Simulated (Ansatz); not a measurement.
Relaxed CdS (zinc blende):

```
CdS
1.0
    0.00000     2.96331     2.96331
    2.96331     0.00000     2.96331
    2.96331     2.96331     0.00000
S Cd
1 1
Direct
  0.75000   0.75000   0.75000
  0.00000   0.00000   0.00000
```

Scan: atom 1 (S, nearest neighbour Cd at 2.566 Å; its periodic images, 4.2 Å or more away, move with it) is displaced along Cartesian x, direction (1.000, 0.000, 0.000) in Cartesian axes, by s. The other atoms stay.

Calculation: PBE (plane waves to 420 eV, PAW, scalar-relativistic; Ansatz, a quantum-chemistry and plane-wave program). k mesh 8×8×8 (Γ-centred), Fermi-Dirac smearing 0.05 eV. Energies are smeared free energies. CdS was relaxed with its symmetry unable to fall. ΔE is measured from the undisplaced structure.

```
s (Å)   ΔE (meV/cell)
------  -------------
-0.260          141.4
-0.208           91.2
-0.156           51.6
-0.104           23.1
-0.052       withheld
0.000             0.0
0.052        withheld
0.104            23.1
0.156            51.6
0.208            91.2
0.260           141.4
```

**Question.** Fit an even polynomial form (powers 2, 4) to the given rows and predict ΔE at s = 0.052.

**Answer.** Least squares on the 9 given rows: ΔE = (2138)·s² + (-683.6)·s⁴, in meV/cell with s in Å; root-mean-square residual 0.03 meV/cell. At 0.052 the fit gives 5.8 meV/cell; the calculation gives 5.8 meV/cell, the same to the digits shown. The quadratic term alone would give 5.8 meV/cell.

(A displaced cell: forces are minus the slopes of the energy, force constants its curvatures, and phonons follow from these.)
